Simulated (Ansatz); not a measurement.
Space group Cmmm (No. 65). a = 8.444 Å, b = 11.943 Å, c = 4.223 Å, α = 90.00°, β = 90.00°, γ = 90.00°
```tsv
atom	site	symmetry	x	y	z
Sn	2d	mmm	0.0000	0.0000	0.5000
Pb	4e	..2/m	0.2500	0.2500	0.0000
Pb	2c	mmm	0.5000	0.0000	0.5000
S	4g	2mm	0.7553	0.0000	0.0000
S	4j	m2m	0.5000	0.7473	0.5000
```

Equation of state of this SnPb3S4 structure (not necessarily the ground state), with shape and atoms relaxed at each volume where symmetry leaves them free. All numbers below come from DFT PBE, scalar-relativistic, plane waves, PAW (Ansatz).

Plane waves to 420 eV, a k mesh through Γ of 6×6×10 on the computed 8-atom cell and Gaussian smearing (0.10 eV); no spin polarisation.

```json
{"V (Å³/atom)": "23.423", "E − E(largest V) (meV/atom)": "41.44", "P (GPa)": "8.81", "gap on mesh (eV)": "0.06"}
{"V (Å³/atom)": "24.222", "E − E(largest V) (meV/atom)": "4.57", "P (GPa)": "6.06", "gap on mesh (eV)": "0.02"}
{"V (Å³/atom)": "25.020", "E − E(largest V) (meV/atom)": "-19.64", "P (GPa)": "3.71", "gap on mesh (eV)": "0.02"}
{"V (Å³/atom)": "25.819", "E − E(largest V) (meV/atom)": "-32.98", "P (GPa)": "1.70", "gap on mesh (eV)": "0.00"}
{"V (Å³/atom)": "26.617", "E − E(largest V) (meV/atom)": "-37.09", "P (GPa)": "-0.01", "gap on mesh (eV)": "0.04"}
{"V (Å³/atom)": "27.416", "E − E(largest V) (meV/atom)": "-33.35", "P (GPa)": "-1.47", "gap on mesh (eV)": "0.16"}
{"V (Å³/atom)": "28.214", "E − E(largest V) (meV/atom)": "-22.85", "P (GPa)": "-2.72", "gap on mesh (eV)": "0.25"}
{"V (Å³/atom)": "29.279", "E − E(largest V) (meV/atom)": "0.00", "P (GPa)": "-4.11", "gap on mesh (eV)": "0.37"}
```

**Question.** Fit a third-order Birch–Murnaghan equation, E = E0 + (9V0B0/16)·[(x − 1)³B0' + (x − 1)²(6 − 4x)] with x = (V0/V)^(2/3), to E(V).

**Answer.** V0 = 26.61 Å³/atom, B0 = 53 GPa, B0' = 4.2.

Spin-orbit coupling is left out, which matters for the bands of heavy elements.

The cell was found from a structure generator's guess, not taken from experiment.
